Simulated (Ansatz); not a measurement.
SrZrO3:
```xyz
10
Lattice="2.9028 1.6759 4.7090 -2.9028 1.6759 4.7090 0.0000 -3.3519 4.7090" Properties=species:S:1:pos:R:3 pbc="T T T"
Sr     0.0000     0.0000     3.7717
Sr     0.0000     0.0000    10.8352
Zr     0.0000     0.0000     0.1643
Zr     0.0000     0.0000     7.2278
O      1.6364     0.4751     5.9884
O     -1.2297     1.1796     5.9884
O     -0.4067    -1.6547     5.9884
O      0.4067     1.6971     8.3429
O     -1.6731    -0.4963     8.3429
O      1.2664    -1.2008     8.3429
```

Relaxed with PBEsol. Special points in fractions of this cell's reciprocal vectors: Γ (0.000, 0.000, 0.000); T (0.500, 0.500, 0.500); H2 (0.749, 0.251, 0.500); H0 (0.500, -0.251, 0.251); L (0.500, 0.000, 0.000); S0 (0.376, -0.376, 0.000); S2 (0.624, 0.000, 0.376); F (0.500, 0.000, 0.500).

Question: List the band energies nearest the valence-band maximum at these points for plane-wave PAW PBEsol (Ansatz code).

Answer: In eV from the valence-band maximum; about four levels below and three above (degenerate sets whole), none deeper than 8.9 eV; points with the same levels are listed once.

| k | below | above |
|---|---|---|
| Γ | -0.27 -0.27 -0.22 -0.22 -0.06 | 3.76 3.84 3.84 |
| T | -0.64 -0.64 -0.64 -0.64 -0.53 -0.53 | 5.38 5.38 5.45 5.45 5.45 5.45 |
| H2 | -0.48 -0.48 -0.32 -0.32 | 4.92 4.92 5.63 5.63 |
| L | -0.42 -0.42 -0.29 -0.29 | 5.18 5.18 5.44 5.44 |
| S0 | -0.69 -0.55 -0.48 -0.07 | 4.54 5.21 5.60 |
| F | -0.59 -0.27 -0.22 0.00 | 4.07 5.21 5.66 |

Space group R3c. The start of the workflow was typed in or built on a structure type; neither database checked (COD, Materials Project) lists it. COD files the formula under space group No. 62, 63, 221. Its standing as an ambient phase is unchecked. The PBEsol relaxation kept the symmetry of its start; whether a distortion lowers the energy is not shown. The run is not spin-polarised. Scalar-relativistic: spin–orbit coupling is off unless named, which matters more the heavier the elements.

Potentials: the earlier of the program's two PAW sets. The files were generated under PBE; for other functionals the program regenerates the frozen cores, and for LDA and PBEsol the local potential too.
